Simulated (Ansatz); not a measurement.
Pd (fcc, Cu type)

```cif
data_Pd4
_chemical_formula_sum 'Pd4'
_space_group_name_H-M_alt 'Fm-3m'
_space_group_IT_number 225
_space_group_name_Hall '-F 4 2 3'
_cell_length_a 3.87555
_cell_length_b 3.87555
_cell_length_c 3.87555
_cell_angle_alpha 90.000
_cell_angle_beta 90.000
_cell_angle_gamma 90.000
loop_
_atom_site_label
_atom_site_type_symbol
_atom_site_symmetry_multiplicity
_atom_site_Wyckoff_symbol
_atom_site_fract_x
_atom_site_fract_y
_atom_site_fract_z
_atom_site_occupancy
Pd1 Pd 4 a 0.00000 0.00000 0.00000 1
```
(The calculation used a cell of 1 atom; values per cell refer to that cell.)

This relaxed cell (volume V₀) is scaled evenly in all directions, its shape held. Symmetry pins the atoms to their sites.

Level of theory: PBEsol (plane waves to 420 eV, PAW, scalar-relativistic; Ansatz, an electronic-structure program). k mesh 21×21×21 (Γ-centred), Fermi-Dirac smearing 0.05 eV. Energies are smeared free energies. Pd is run without spin polarisation. Pd was relaxed with its symmetry unable to fall. The PAW data are Ansatz's earlier set. ΔE is measured from the relaxed starting cell.

Question: Give the computed ΔE (meV/atom) at V/V₀ = 0.925, 1.025, 1.050, 1.075, 1.100.

Answer: 
| V/V₀ | ΔE (meV/atom) |
|---|---|
| 0.925 | 62 |
| 1.025 | 6 |
| 1.050 | 21 |
| 1.075 | 45 |
| 1.100 | 76 |

(Under strain, the slope of the energy per volume gives the stress and its curvature an elastic modulus.)
